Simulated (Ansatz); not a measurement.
A distorted cell of HfO₂ (tetragonal-ZrO2 type, space group P4_2/nmc):

```xyz
6
Lattice="3.5671 0.0000 0.0000 0.0000 3.5671 0.0000 0.0000 0.0000 5.1660" Properties=species:S:1:pos:R:3 pbc="T T T"
Hf     0.0000     0.0000     0.0000
Hf     1.7835     1.7835     2.5830
O      0.0000     1.7835     1.0337
O      0.0000     1.7835     3.6167
O      1.8675     0.0000     1.5493
O      1.7835     0.0000     4.1323
```

Method: PBEsol (plane waves to 420 eV, PAW, scalar-relativistic; Ansatz, an electronic-structure program). k mesh 8×8×5 (Γ-centred), Fermi-Dirac smearing 0.05 eV. Energies are smeared free energies. Stress and pressure are positive under compression. HfO2 is run without spin polarisation. HfO2 was relaxed with its symmetry unable to fall. Spin-orbit coupling is left out, though Hf is heavy. This is a high-temperature form of HfO2.

What forces act on the atoms (eV/Å, Cartesian)?


```csv
atom,Fx,Fy,Fz
Hf1,-0.168,0.000,-0.038
Hf2,0.109,0.000,-0.013
O3,0.458,0.000,-0.006
O4,0.028,0.000,0.000
O5,-0.502,0.000,0.065
O6,0.075,0.000,-0.008
```

Give the stress tensor in GPa and the pressure.


```
   0.16     0.00    -0.69
   0.00     0.11     0.00
  -0.69     0.00     0.02
```
The pressure, a third of the trace, is 0.10 GPa.

In it atom 5 sits (0.084, 0.000, 0.000) Å away from its relaxed site. What is its energy relative to the relaxed cell?

21.0 meV/cell.

(A displaced cell: forces are minus the slopes of the energy, force constants its curvatures, and phonons follow from these.)
